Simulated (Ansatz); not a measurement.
An ordered 4-atom cell of LiTlS2 on the zincblende lattice (P-4m2) at its r2SCAN geometry, run in Ansatz at 4 levels of theory. The cell comes from a prototype generator: it can be a known phase or a hypothetical one. No magnetic order is allowed.

The PBE+SOC input:
```yaml
crystal:
  lattice:
    - [4.0667720191, 0.0, 0.0]
    - [0.0, 4.0667720191, 0.0]
    - [0.0, 0.0, 5.718780461]
  atoms:
    - { symbol: Li, position: [0.0, 0.0, 0.0] }
    - { symbol: S, position: [0.0, 0.5, 0.2309019544] }
    - { symbol: Tl, position: [0.5, 0.5, 0.5] }
    - { symbol: S, position: [0.5, 0.0, 0.7690980456] }
kpoints:
  mp_grid: { grid: [6, 6, 4] }
  band_path:
    path:
      - [0.0, 0.0, 0.0]
      - [0.0, 0.5, 0.0]
      - [0.5, 0.5, 0.0]
      - [0.0, 0.0, 0.5]
      - [0.0, 0.5, 0.5]
      - [0.5, 0.5, 0.5]
    npoints: 1
hamiltonian:
  xc: pbe
scf:
  occupations: { method: fermi_dirac, width: 0.02 }
  n_extra_bands: 10
magnetization:
  noncollinear: true
  spin_orbit: true
output:
  forces: true
  stress: true
  eigenvalues: true
  write_density: true
  write_potential: true
  elf: true
  volumetric_format: npy
```

Main results, then, where recorded, the levels near the gap in eV from the Fermi energy (columns number the bands from 0), one row a point of the path (Γ, X, M, Z, R, A):
```
Crystal: 4 atoms, lattice volume = 94.581 Å³
Symmetry: 8 space group operations + 8 with time reversal
Magnetic group: BNS 115.284 (UNI 944)
```
```
Basis set: ecut = 420 eV, 1875 PW (Γ)
k-points: 30 of 144 (time reversal used)
SCF 1 converged in 8 iterations: F = -13491.307993 eV  dr2 = 9.60e-9
Free energy (F): -13491.307993 eV
Fermi energy:    4.495895 eV
--- Forces (eV/Å), atoms counted from 1 ---
  atom   1  Li      0.00000      0.00000      0.00000
  atom   2  S       0.00000      0.00000    -0.10251
  atom   3  Tl      0.00000      0.00000      0.00000
  atom   4  S       0.00000      0.00000      0.10251
--- Stress (GPa, compression-positive) ---
        0.984865       0.000000       0.000000
        0.000000       0.984865       0.000000
        0.000000       0.000000       1.026623
  P = ⅓ Tr σ = 0.9988 GPa (9.988 kbar)
```
```tsv
band_20	band_21	band_22	band_23	band_24	band_25	band_26	band_27	band_28	band_29	band_30	band_31	band_32	band_33
-2.105	-2.105	-0.700	-0.700	-0.493	-0.493	-0.467	-0.467	0.460	0.460	3.155	3.155	5.409	5.409
-2.475	-2.475	-2.065	-2.065	-1.434	-1.434	-0.936	-0.936	2.149	2.149	5.043	5.043	5.633	5.633
-2.357	-2.357	-2.236	-2.236	-2.101	-2.101	-1.591	-1.591	1.719	1.719	3.087	3.087	3.375	3.375
-1.720	-1.720	-1.614	-1.614	-1.137	-1.137	-1.127	-1.127	1.972	1.972	3.333	3.333	5.067	5.067
-1.452	-1.452	-1.244	-1.244	-1.021	-1.021	-0.931	-0.931	0.881	0.881	4.822	4.822	5.635	5.635
-2.614	-2.614	-2.426	-2.426	-2.107	-2.107	-1.923	-1.923	3.038	3.038	4.885	4.885	5.201	5.201
```

PBE+SOC gives a direct gap of 0.93 eV at Γ.

**Question.** In the first input these blocks are replaced (the band path and keys that only write files left aside):
```yaml
kpoints:
  mp_grid: { grid: [4, 4, 4] }
hamiltonian:
  xc: hse06
scf:
  occupations: { method: fixed }
  n_extra_bands: 10
output:
  eigenvalues: true
```
What comes out?

**Answer.**
```
Basis set: ecut = 420 eV, 1875 PW (Γ)
k-points: 18 of 64 (time reversal used)
SCF 1 stopped early in 6 iterations: F = -13491.285523 eV  dr2 = 6.56e-6
Exchange kernel: α = 0.2500, screened, ω = 0.2079 Å⁻¹, Wigner–Seitz truncation, v(0) = 1039.6732 eV·Å³, q-mesh 4×4×4
SCF 2 stopped early in 6 iterations: F = -13469.364876 eV  dr2 = 9.29e-6
hybrid outer 1: dexx = +1.011e-2 eV, tail = 2.82e-5 eV
SCF 3 converged in 3 iterations: F = -13469.364723 eV  dr2 = 5.32e-8
hybrid outer 2: dexx = +2.472e-7 eV, tail = 1.11e-7 eV, Δε = 1.69e-3 eV
Free energy (F): -13469.364723 eV
Fermi energy:    3.384909 eV
```
```tsv
band_20	band_21	band_22	band_23	band_24	band_25	band_26	band_27	band_28	band_29	band_30	band_31	band_32	band_33
-1.780	-1.780	-0.215	-0.215	-0.040	-0.040	0.000	0.000	1.771	1.771	4.529	4.529	6.873	6.873
-2.117	-2.117	-1.754	-1.754	-0.941	-0.941	-0.622	-0.622	3.635	3.635	6.599	6.599	7.148	7.148
-2.194	-2.194	-1.876	-1.876	-1.736	-1.736	-1.327	-1.327	3.140	3.140	4.452	4.452	4.728	4.728
-1.301	-1.301	-1.225	-1.225	-0.775	-0.775	-0.731	-0.731	3.404	3.404	4.729	4.729	6.529	6.529
-0.999	-0.999	-0.749	-0.749	-0.637	-0.637	-0.600	-0.600	2.252	2.252	6.348	6.348	7.196	7.196
-2.270	-2.270	-2.068	-2.068	-1.907	-1.907	-1.697	-1.697	4.634	4.634	6.393	6.393	6.666	6.666
```
HSE06+SOC gives a direct gap of 1.77 eV at Γ.

**Question.** In the first input these blocks are replaced (the band path and keys that only write files left aside):
```yaml
crystal:
  host: atoms
kpoints:
  mp_grid: { grid: [4, 4, 4] }
hamiltonian:
  xc:
    exchange: pbe
    correlation: pbe
    exx: { coeff: inverse_dielectric }
scf:
  occupations: { method: fixed }
  n_extra_bands: 5
```
(magnetization left out)
What comes out?

**Answer.**
```
ε∞ on k-mesh 4×4×2 of a primitive cell: xx 7.1084, yy 7.1084, zz 5.9902; 3/Tr ε∞, of that cell with its empty space = 0.14846311239347096
Basis set: ecut = 420 eV, 1875 PW (Γ)
k-points: 18 of 64 (time reversal used)
SCF 1 stopped early in 2 iterations: F = -13455.463905 eV  dr2 = 8.41e-5
SCF 2 stopped early in 7 iterations: F = -13456.767834 eV  dr2 = 1.58e-7
hybrid outer 1: dexx = +3.639e-3 eV, tail = 1.30e-6 eV
SCF 3 converged in 3 iterations: F = -13456.767799 eV  dr2 = 2.97e-10
hybrid outer 2: dexx = +1.462e-8 eV, tail = 8.01e-10 eV, Δε = 7.60e-4 eV, ΔF = 4.13e-4 eV/Å
Free energy (F): -13456.767799 eV
Fermi energy:    3.417585 eV
--- Forces (eV/Å), atoms counted from 1 ---
  atom   1  Li      0.00000      0.00000      0.00000
  atom   2  S       0.00000      0.00000      0.03846
  atom   3  Tl      0.00000      0.00000      0.00000
  atom   4  S       0.00000      0.00000    -0.03846
--- Stress (GPa, compression-positive) ---
        0.209430       0.000000       0.000000
        0.000000       0.209430       0.000000
        0.000000       0.000000       0.077046
  P = ⅓ Tr σ = 0.1653 GPa (1.653 kbar)
```
```tsv
band_10	band_11	band_12	band_13	band_14	band_15	band_16
-1.763	-0.153	0.000	0.000	1.812	4.667	6.891
-2.060	-1.684	-0.920	-0.542	3.668	6.976	6.999
-2.080	-1.767	-1.767	-1.233	3.172	4.672	4.672
-1.245	-1.245	-0.707	-0.707	3.439	4.914	6.552
-0.850	-0.786	-0.585	-0.537	2.286	6.511	7.407
-2.114	-2.114	-1.797	-1.606	4.621	6.604	6.604
```
With DDH-PBE0 the gap is 1.81 eV and direct, at Γ. The mean stress, +0.2 GPa, is small, and the program warns that its thresholds are loose for a hybrid's stress.

PBE0. Against the first input these blocks differ (the band path and keys that only write files left aside):
```yaml
kpoints:
  mp_grid: { grid: [4, 4, 4] }
hamiltonian:
  xc: pbe0
scf:
  occupations: { method: fixed }
  n_extra_bands: 5
```
(magnetization left out)

```
Basis set: ecut = 420 eV, 1875 PW (Γ)
k-points: 18 of 64 (time reversal used)
SCF 1 stopped early in 3 iterations: F = -13455.463109 eV  dr2 = 3.51e-5
SCF 2 stopped early in 6 iterations: F = -13457.701183 eV  dr2 = 5.75e-6
hybrid outer 1: dexx = +1.657e-2 eV, tail = 2.04e-5 eV
SCF 3 converged in 5 iterations: F = -13457.701032 eV  dr2 = 4.84e-10
hybrid outer 2: dexx = +4.629e-7 eV, tail = 2.87e-9 eV, Δε = 3.41e-3 eV, ΔF = 1.76e-3 eV/Å
Free energy (F): -13457.701032 eV
Fermi energy:    2.990936 eV
--- Forces (eV/Å), atoms counted from 1 ---
  atom   1  Li      0.00000      0.00000      0.00000
  atom   2  S       0.00000      0.00000      0.18042
  atom   3  Tl      0.00000      0.00000      0.00000
  atom   4  S       0.00000      0.00000    -0.18042
--- Stress (GPa, compression-positive) ---
       -0.599000       0.000000       0.000000
        0.000000      -0.599000       0.000000
        0.000000       0.000000      -0.789688
  P = ⅓ Tr σ = -0.6626 GPa (-6.626 kbar)
```
```tsv
band_10	band_11	band_12	band_13	band_14	band_15	band_16
-1.823	-0.127	0.000	0.000	2.453	5.330	7.592
-2.103	-1.749	-0.906	-0.604	4.400	7.707	7.739
-2.212	-1.811	-1.811	-1.319	3.867	5.329	5.329
-1.278	-1.278	-0.739	-0.739	4.148	5.587	7.255
-0.834	-0.780	-0.612	-0.599	2.958	7.234	8.166
-2.166	-2.166	-1.914	-1.712	5.402	7.318	7.318
```

The PBE0 gap is direct at Γ: 2.45 eV. With the atoms held, the mean pressure is -0.7 GPa (compression positive). The stress of a hybrid is loosely converged here.

The hybrids run on coarser meshes, which limits their stresses and small splittings of levels.

Totals of different functionals, or with and without spin-orbit coupling, can't be compared.

Only the levels marked +SOC include spin-orbit coupling.

The meshes of the hybrids are coarse, so their gaps aren't converged to the digits shown.
